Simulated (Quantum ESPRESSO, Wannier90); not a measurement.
CsSnI3 (cubic perovskite): Wannier90 run

```yaml
crystal:
  lattice:
    - [6.28623, 0.00000, 0.00000]
    - [0.00000, 6.28623, 0.00000]
    - [0.00000, 0.00000, 6.28623]
  atoms:
    - { symbol: Cs, position: [0.50000, 0.50000, 0.50000] }
    - { symbol: Sn, position: [0.00000, 0.00000, 0.00000] }
    - { symbol: I, position: [0.50000, 0.00000, 0.00000] }
    - { symbol: I, position: [0.00000, 0.50000, 0.00000] }
    - { symbol: I, position: [0.00000, 0.00000, 0.50000] }
```

Structure: Materials Project mp-614013, symmetrised, not relaxed again. COD (Crystallography Open Database) records the formula in this space group. Ideal cubic forms of this type are often high-temperature phases that distort on cooling; symmetry holds the cell here, and its stability was not tested. Level: LDA, no spin polarisation, no spin-orbit coupling; pw.x of Quantum ESPRESSO at 58 Ry with PseudoDojo potentials, 6×6×6 k-points, Wannier90. Density: 6×6×6 mesh, Gaussian smearing 0.01 Ry. Spin-orbit coupling is left out although heavy elements are present.

Functional, cutoff and mesh named above are those of the base row (1); the first column says what each row takes instead. Model: 13 functions from bands 7-9,13-22, start SCDM (isolated) (the valence bands). Energies are relative to the valence-band maximum; the misfit is to pw.x on a path, for all bands of the set. The lattice is scaled uniformly, fractional positions fixed. Ω_total can sit in another minimum from row to row; Ω_I of an isolated set cannot.

```tsv
scale	Ω_I (Å²)	Ω_total (Å²)	rms misfit (meV)	gap (eV)	bottom of band 7 (eV)
0.98	25.60	30.18	15	0.20	-13.48
0.99	25.46	30.01	12	0.33	-13.21
1	25.34	29.87	9.9	0.46	-12.95
1.01	25.25	29.75	8.3	0.57	-12.71
1.02	25.17	29.65	7.0	0.68	-12.49
```
